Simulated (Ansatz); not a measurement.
KTe (space group P6_3/mmc)

```yaml
crystal:
  lattice:
    - [5.60405, 0.00000, 0.00000]
    - [-2.80203, 4.85325, 0.00000]
    - [0.00000, 0.00000, 12.38292]
  atoms:
    - { symbol: K, position: [0.00000, 0.00000, 0.00000] }
    - { symbol: K, position: [0.00000, 0.00000, 0.50000] }
    - { symbol: K, position: [0.33333, 0.66667, 0.25000] }
    - { symbol: K, position: [0.66667, 0.33333, 0.75000] }
    - { symbol: Te, position: [0.33333, 0.66667, 0.63639] }
    - { symbol: Te, position: [0.66667, 0.33333, 0.36361] }
    - { symbol: Te, position: [0.66667, 0.33333, 0.13639] }
    - { symbol: Te, position: [0.33333, 0.66667, 0.86361] }
```

E(V) scan at fixed shape, V₀ the volume above. The atoms relax within the cell's symmetry.

Level of theory: r2SCAN (plane waves to 500 eV, PAW, scalar-relativistic; Ansatz, a quantum-chemistry and plane-wave program). k mesh 7×7×3 (Γ-centred), Fermi-Dirac smearing 0.05 eV. The energy includes the smearing's −TS. KTe was relaxed with its symmetry unable to fall. Spin-orbit coupling is left out, though Te is heavy. ΔE is measured from the relaxed starting cell.

### Question
What ΔE (meV/atom) does the calculation give at V/V₀ = 0.952, 0.964, 0.976, 1.012, 1.036, 1.060?

### Answer
| V/V₀ | ΔE (meV/atom) |
|---|---|
| 0.952 | 4.6 |
| 0.964 | 2.5 |
| 0.976 | 1.1 |
| 1.012 | 0.3 |
| 1.036 | 2.2 |
| 1.060 | 5.8 |

(A scan under strain: stresses follow from slopes of the energy per volume, elastic moduli from its curvatures.)
